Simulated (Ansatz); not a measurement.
The relaxed structure here is a generated cell of As: the first start was made by a random draw of sites in a space group, and the end was not matched to a known phase here, so it may be hypothetical. Known forms of As include space group No. 166.

One starting cell of As (a randomly generated symmetric cell of As (space group No. 31)) was relaxed twice with Ansatz (plane waves, PAW, scalar-relativistic): with r2SCAN at 500 eV and with PBE at 420 eV. The r2SCAN result:

```xyz
2
Lattice="3.6555 0.0000 0.0000 0.0000 2.8314 0.0000 0.0000 0.0000 4.4161" Properties=species:S:1:pos:R:3 pbc="T T T"
As     2.7416     0.0000     3.0321
As     0.9139     0.0000     1.3840
```

```
quantity                          r2SCAN   PBE
--------------------------------  ------  ----
space group                         Pmma  Pmma
volume (Å³/atom)                   22.85   ___
a (Å)                              3.655   ___
b (Å)                              2.831   ___
c (Å)                              4.416   ___
gap (eV, no spin-orbit coupling)    0.00   ___
```

Q: Fill in the PBE column.

A: 
- volume (Å³/atom), PBE: 22.80
- a (Å), PBE: 3.704
- b (Å), PBE: 2.846
- c (Å), PBE: 4.327
- gap (eV, no spin-orbit coupling), PBE: 0.00

Both levels end in the same structure; PBE's volume is within 0.5 % of r2SCAN's. Neither column is exact.

No spin polarisation in the result.

The run could not lose the symmetry of its start: the end is stationary, and may be a saddle point rather than a minimum.

Ansatz is a first-principles code.
